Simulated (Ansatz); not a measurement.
BP:
```xyz
2
Lattice="0.0000 2.2741 2.2741 2.2741 0.0000 2.2741 2.2741 2.2741 0.0000" Properties=species:S:1:pos:R:3 pbc="T T T"
B      0.0000     0.0000     0.0000
P      3.4111     3.4111     3.4111
```

Relaxed with PBE. Special points in fractions of this cell's reciprocal vectors: Γ (0.000, 0.000, 0.000); X (0.500, 0.000, 0.500); U (0.625, 0.250, 0.625); K (0.375, 0.375, 0.750); L (0.500, 0.500, 0.500); W (0.500, 0.250, 0.750).

Problem. List the band energies nearest the valence-band maximum at these points for the program Ansatz at the PBE level (PAW).

Solution. In eV from the valence-band maximum; about four levels below and three above (degenerate sets whole), none deeper than 8.9 eV; … stands for higher levels left out; points with the same levels are listed once.

```
k              below           above
-  -----------------  --------------
Γ     0.00 0.00 0.00  3.39 3.39 3.39
X  -8.55 -4.09 -4.09     1.35 1.67 …
U  -8.13 -6.18 -3.48  2.16 5.98 9.67
L        -1.75 -1.75  3.74 4.71 4.71
W  -8.03 -5.63 -5.43  5.33 6.74 7.20
```

Space group F-43m (zinc blende). Symmetry was held in the PBE relaxation.

Potentials: the earlier of the program's two PAW sets.
